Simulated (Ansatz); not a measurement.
**NaZn$_{4}$Sb$_{3}$: relaxation (Ansatz)**

Launch command:

```bash
ansatz run input.yaml --threads 2 --pin off --max-ram 3584MiB --backend cpu --events-out ev --progress --plain --runs-dir out
```

The input file (Ansatz 0.2.0, plane waves):

```yaml
crystal:
  lattice:
    - [2.182986, 3.781035, 0.0]
    - [-2.182986, 3.781035, 0.0]
    - [0.0, -2.52069, 11.469738]
  atoms:
    - { symbol: Na, position: [0.5, 0.5, 0.5] }
    - { symbol: Zn, position: [0.09206, 0.09206, 0.27618] }
    - { symbol: Zn, position: [0.90794, 0.90794, 0.72382] }
    - { symbol: Zn, position: [0.3006, 0.3006, 0.9018] }
    - { symbol: Zn, position: [0.6994, 0.6994, 0.0982] }
    - { symbol: Sb, position: [0.22599, 0.22599, 0.67797] }
    - { symbol: Sb, position: [0.77401, 0.77401, 0.32203] }
    - { symbol: Sb, position: [0.0, 0.0, 0.0] }
  symmetry: { tolerance: 0.0003 }
kpoints:
  mp_grid: { grid: [5, 5, 5], shift: [0, 0, 0] }
magnetization:
  spin_polarized: false
scf:
  occupations: { method: fermi_dirac, width: 0.0216 }
  lower_state_search: "off"
hamiltonian:
  pseudopotentials: { kind: paw }
  xc: pbe
basis:
  ecutwfc: 420
  fft_grid_basis: typed
relax:
  max_steps: 80
  cell: { p_target: 0.0 }
output:
  forces: true
  stress: true
  eigenvalues: true
  populations: true
  elf: true
  write_potential: true
  volumetric_format: npy
  dos:
    e_range: [-12, 8]
    de: 0.05
    projected: { site_lists: { Na: [Na], Sb: [Sb], Zn: [Zn] } }
  bader: false
checkpoint:
  read: saved_state
```

Origin of the cell: a known structure type with other elements, at an estimated volume, so it need not be a known compound.

The saved state is a converged single point of the same cell.

Steps («new basis» is an SCF on plane waves selected anew at the same cell):

```
step  ΔF (meV/atom)  max force component (eV/Å)  P (GPa)  volume (Å³)  SCF iterations   step was
   1            0.0                       0.792     4.38       189.34               7   accepted
   2          -22.6                       0.152    -0.75       207.23               8   accepted
   3          -27.7                       0.104    -0.03       204.80               7   accepted
   4          -29.2                       0.066     0.16       204.03               6   accepted
   5          -29.9                       0.031     0.06       203.17               7   accepted
   6          -30.1                       0.002     0.03       203.61               6   accepted
   7          -30.1                       0.004    -0.01       203.71               5   accepted
   8          -30.6                       0.005    -0.01       203.71               8  new basis
```

Before:

Space group R-3m (No. 166); the run's cell has a = 4.366 Å, b = 4.366 Å, c = 11.743 Å, α = 100.71°, β = 100.71°, γ = 60.00°. Shortest distances: Sb–Zn 2.57 Å, Na–Sb 3.24 Å, Zn–Zn 3.24 Å, Na–Zn 3.60 Å.

After:

Space group R-3m (No. 166); the run's cell has a = 4.496 Å, b = 4.496 Å, c = 11.922 Å, α = 100.87°, β = 100.87°, γ = 60.00°. Shortest distances: Sb–Zn 2.66 Å, Zn–Zn 3.25 Å, Na–Sb 3.31 Å.

```yaml
crystal:
  lattice:
    - [2.24803, 3.89371, 0.00000]
    - [-2.24803, 3.89371, 0.00000]
    - [0.00000, -2.59580, 11.63637]
  atoms:
    - { symbol: Na, position: [0.50000, 0.50000, 0.50000] }
    - { symbol: Zn, position: [0.08772, 0.08772, 0.26316] }
    - { symbol: Zn, position: [0.91228, 0.91228, 0.73684] }
    - { symbol: Zn, position: [0.30158, 0.30158, 0.90475] }
    - { symbol: Zn, position: [0.69842, 0.69842, 0.09525] }
    - { symbol: Sb, position: [0.22532, 0.22532, 0.67597] }
    - { symbol: Sb, position: [0.77468, 0.77468, 0.32403] }
    - { symbol: Sb, position: [0.00000, 0.00000, 0.00000] }
```

```
Free energy lowered by  : 30.6 meV/atom
Volume change           : 7.59 %
Final pressure          : -0.01 GPa
Relaxation steps listed : 8
```

Caveats: no spin-orbit coupling, though heavy elements are present; the k mesh is coarse if the cell is a metal; the relaxation held the start's symmetry, so the end may be a saddle point.

Time: 140 s of wall time on 2 CPU thread(s) of a shared host, from a saved density.
